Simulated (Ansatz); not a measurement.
Consider a crystal of Ta2BeP4 in space group P4/mmm (No. 123), with Ta on 1c and 1b; Be on 1a; P on 4i. A trial structure of Ta2BeP4 was built thus: ordered mixture with vacancies on the cation sites of caesium chloride (occupants of the shared sites, in ratio, Be: 1, Ta: 2, vacant: 1).

Computed with DFT PBE, scalar-relativistic, plane waves, PAW in Ansatz 0.2.0. Cutoff 420 eV, Γ-centred mesh, Gaussian smearing, no spin polarisation.

The zero of energy is the elements' standard structures at the same level; no fitted shifts are applied. The references include black phosphorus.

Task: Which cell and coordinates does it relax to?

Result:

Space group P4/mmm (No. 123). a = 3.672 Å, b = 3.672 Å, c = 7.511 Å, α = 90.00°, β = 90.00°, γ = 90.00°
| atom | site | symmetry | x | y | z |
| --- | --- | --- | --- | --- | --- |
| Ta | 1c | 4/mmm | 0.5000 | 0.5000 | 0.0000 |
| Ta | 1b | 4/mmm | 0.0000 | 0.0000 | 0.5000 |
| Be | 1a | 4/mmm | 0.0000 | 0.0000 | 0.0000 |
| P | 4i | 2mm. | 0.5000 | 0.0000 | 0.2548 |

Ta on its first site has 4 Be at 2.60 Å and 8 P at 2.65 Å; Ta on its second site is surrounded by 8 P at 2.60 Å; around Be lie 4 Ta at 2.60 Å and 8 P at 2.65 Å; P has 4 P at 2.60 Å, 4 Ta at 2.60–2.65 Å and 2 Be at 2.65 Å. Another local minimum with the same sites may exist.

Task: And its energy and gap?

Result: The formation energy is −0.06 eV/atom and the gap on the 10×10×6 mesh of the 7-atom cell is 0 eV (a metal). It lies below the elements, which doesn't yet make it stable against other compounds or structures.

The last run used Gaussian smearing of 0.10 eV. Spin–orbit coupling, which can matter for Ta, is left out. The reference form of P is held partly by dispersion forces, which this level lacks. Symmetry constrained the relaxation, so the result can be a saddle point.
